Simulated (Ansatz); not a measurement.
ZrSe₂ (rutile, P4_2/mnm) at seven volumes, the program Ansatz at the PBE level (PAW), shape and atoms relaxed at each. One row is withheld.

```json
[
 {"V (Å³/atom)": "24.547", "P (GPa)": "7.92"},
 {"V (Å³/atom)": "25.356", "P (GPa)": "4.82"},
 {"V (Å³/atom)": "26.165", "P (GPa)": "2.20"},
 {"V (Å³/atom)": "26.974", "P (GPa)": "0.00"},
 {"V (Å³/atom)": "27.784", "P (GPa)": "-1.82"},
 {"V (Å³/atom)": "28.593", "P (GPa)": "-3.31"},
 {"V (Å³/atom)": "29.402", "P (GPa)": "?"}
]
```

### Question
Fit the shown pressures and predict the withheld one.

### Answer
P = (3/2)B₀(x^(7/2) − x^(5/2))[1 + (3/4)(B′ − 4)(x − 1)] with x = (V₀/V)^(2/3). Least squares on the six rows gives V₀ = 26.980 Å³/atom, B₀ = 66.2 GPa, B′ = 5.01. At V = 29.402, x = 0.9443 and P = -4.59 GPa. The run itself gave -4.49 GPa.

The cell is a constructed one: a structure type filled with these elements; neither database checked (COD, Materials Project) lists it. COD files the formula under space group No. 164, so this cell is another polymorph or a model. Its standing as an ambient phase is unchecked. The PBE relaxation kept the symmetry of its start; whether a distortion lowers the energy is not shown. The run is not spin-polarised.

Potentials: the later of the program's two PAW sets.
